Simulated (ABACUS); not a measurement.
Consider a self-consistent single point of InAs (Cm, 2 atoms in the cell; from Materials Project mp-20305, changed as shown).

```xyz
2
Lattice="0.0000 3.0536 3.0536 3.0841 0.0000 3.0841 3.0536 3.0536 0.0000" Properties=species:S:1:pos:R:3 pbc="T T T"
In     4.6032     4.5803     4.6032
As     0.0000     0.0000     0.0000
```

All values come from this method and carry its errors: PBE, PseudoDojo 0.5 standard norm-conserving PBE (tails mended) pseudopotentials (plane waves; ABACUS).

ABACUS settings:

```
key                                                                   value
---------------  ----------------------------------------------------------
KPT                                                       Gamma 6 6 6 0 0 0
basis_type                                                               pw
ecutwfc                                                               84 Ry
smearing_method                                                          fd
smearing_sigma                                                0.00734986 Ry
potentials       PseudoDojo 0.5 standard norm-conserving PBE (tails mended)
symmetry                                                                  1
symmetry_prec                                                         1e-05
ks_solver                                                      dav_subspace
scf_nmax                                                                100
scf_thr                                                          1.0e-09 Ry
mixing_type                                                         broyden
mixing_beta                                                             0.7
```

Results:

| Item | Value |
|---|---|
| Number of valence electrons | 28 |
| Number of bands | 24 |
| Number of k-points after the program's reduction | 68 |
| Number of plane waves (most at a k-point) | 5064 |
| Number of SCF iterations | 8 |
| FFT grid | 48 × 50 × 48 |
| Free energy E − TS | -4694.9473 eV |
| Fermi level (on the code's own zero) | 7.70 eV |
| Pressure | 1.64 GPa |
| Largest force (vector length) | 0.091 eV/Å |

Forces (eV/Å):
```
atom      Fx      Fy      Fz
----  ------  ------  ------
In1   -0.036   0.075  -0.036
As2    0.036  -0.075   0.036
```

Stress (GPa, positive for compression):
```
 1.58   0.27  -0.54
 0.27   1.74   0.27
-0.54   0.27   1.58
```

For comparison: a first run was changed to give this one (lattice vector b scaled by 1.01), and from it to this one the free energy goes down by 2.6 meV/atom, the pressure goes from 2.20 to 1.64 GPa and the largest force goes from 0.000 to 0.091 eV/Å.

The structure comes from a collection of computed structures, made at another level of theory; the collection holds predicted forms beside known ones. No clean gap shows at this smearing width and mesh (spacing up to 0.30 Å⁻¹); the mesh is coarse for partly filled bands, so the values carry mesh errors. Semi-local functionals can close small gaps.

Cost on one core: roughly 2.3 core-minutes.

“Tails mended”: in these copies of the files the far tail of each local potential was reset to the Coulomb form.
